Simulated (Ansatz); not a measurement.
Start of a relaxation of Si₃C₂:

```
Si C
1.0
     2.72439    0.00000    0.00000
    -1.36219    2.35939    0.00000
     0.00000    0.00000   22.15850
Si C
6 4
Direct
  0.33333 0.66667 0.40000
  0.33333 0.66667 0.60000
  0.66667 0.33333 0.90000
  0.66667 0.33333 0.10000
  0.66667 0.33333 0.30000
  0.66667 0.33333 0.70000
  0.33333 0.66667 0.80000
  0.33333 0.66667 0.00000
  0.33333 0.66667 0.20000
  0.66667 0.33333 0.50000
```

Level of theory: Ansatz, DFT PBE, scalar-relativistic, plane waves, PAW. Cutoff 420 eV, Gaussian smearing, Γ-centred meshes. Cell and atoms relax first on a coarse mesh and then on a finer one. In between, the cell is made exact in the group found at 0.06 Å. In metals the finer mesh still leaves noise of several meV/atom or more. The steps can't lower the symmetry of their start. No spin polarisation in the relaxation; trial moments died out in a coarse test.

A guess keeps its type if space group and coordination stay and the shape of the cell changes little (axis ratios within about 15 %, angles within 6°); the volume may change.

Question: Does it keep its structure type, or change into something else?

Answer: It doesn't keep its type. The symmetry stays P-6m2 (No. 187). The volume per atom shrinks by 25.5 %, from 14.2 to 10.6 Å³. The shortest distance goes from 2.72 Å (Si–C and Si–Si) to 1.90 Å (Si–C). The ratio c/a of the conventional cell changes by a factor of 0.61. Counting neighbours within 15 % of an atom's shortest distance, the start has C 12, Si 12 and the end C 3/6, Si 3/6. In detail, at the end Si on its first site is surrounded by 3 C at 2.07 Å and 1 Si at 2.43 Å; around Si on its second site lie 3 C at 2.08 Å, 3 C at 2.35 Å and 2 Si at 2.46–2.51 Å; around C on a site of symmetry 3m lie 3 Si at 1.90 Å and 3 Si at 2.35 Å; 3 more sites not described.

```
Si C
1.0
     2.90956    0.00000    0.00000
    -1.45478    2.51975    0.00000
     0.00000    0.00000   14.46925
Si C
6 4
Direct
  0.33333 0.66667 0.41618
  0.33333 0.66667 0.58382
  0.66667 0.33333 0.91486
  0.66667 0.33333 0.08514
  0.66667 0.33333 0.25894
  0.66667 0.33333 0.74106
  0.33333 0.66667 0.80173
  0.33333 0.66667 0.00000
  0.33333 0.66667 0.19827
  0.66667 0.33333 0.50000
```

Energies over the elements count from the elements' standard structures at the same level, with no fitted energy shifts.

Question: At what energy does it end?

Answer: +0.76 eV/atom. It can't be a ground state, since the elements alone are lower.

The last run used a 12×12×4 mesh (in the run's order of axes) for its 10-atom cell and Gaussian smearing of 0.10 eV. Weakly bound directions are ill-defined at this level, which has no dispersion term. The reference form of C is held partly by dispersion forces, which this level lacks. A structure relaxed within its symmetry needn't be a true minimum. Another cell of Si3C2 relaxed alike, in P6_3/mmc, lies 260 meV/atom lower, so this cell isn't the stable form at this level.

In counts of neighbours, a slash parts the counts of unlike sites.
